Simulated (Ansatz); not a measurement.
A distorted cell of Cu (fcc, Cu type):

```
Cu
1.0
    3.56339     0.00000     0.00000
    0.00000     3.56339     0.00000
    0.00000     0.00000     3.56339
Cu
4
Direct
  0.00000   0.00000   0.00000
  0.50000   0.50000   0.00000
  0.50000   0.00000   0.50000
  0.09851   0.59851   0.59851
```

Calculation: PBEsol (plane waves to 420 eV, PAW, scalar-relativistic; Ansatz, a quantum-chemistry and plane-wave program). k mesh 11×11×11 (Γ-centred), Fermi-Dirac smearing 0.05 eV. Energies are smeared free energies. Stress and pressure are positive under compression. With partly filled bands, energies and forces of such displacements shift with the k mesh and the smearing. Cu is run without spin polarisation. Cu was relaxed with its symmetry unable to fall. The PAW data are Ansatz's earlier set.

### Question
What forces act on the atoms (eV/Å, Cartesian)?

### Answer
```json
[
 {"atom": "Cu1", "Fx": "-0.547", "Fy": "2.610", "Fz": "2.610"},
 {"atom": "Cu2", "Fx": "2.610", "Fy": "-0.547", "Fz": "2.610"},
 {"atom": "Cu3", "Fx": "2.610", "Fy": "2.610", "Fz": "-0.547"},
 {"atom": "Cu4", "Fx": "-4.673", "Fy": "-4.673", "Fz": "-4.673"}
]
```

### Question
What is the stress tensor (GPa)?

### Answer
```
   21.5      5.1      5.1
    5.1     21.5      5.1
    5.1      5.1     21.5
```
The pressure, a third of the trace, is 21.5 GPa.

### Question
In it atom 4 sits (0.351, 0.351, 0.351) Å away from its relaxed site. What is its energy relative to the relaxed cell?

### Answer
1947 meV/cell.

(A displaced cell: forces are minus the slopes of the energy, force constants its curvatures, and phonons follow from these.)
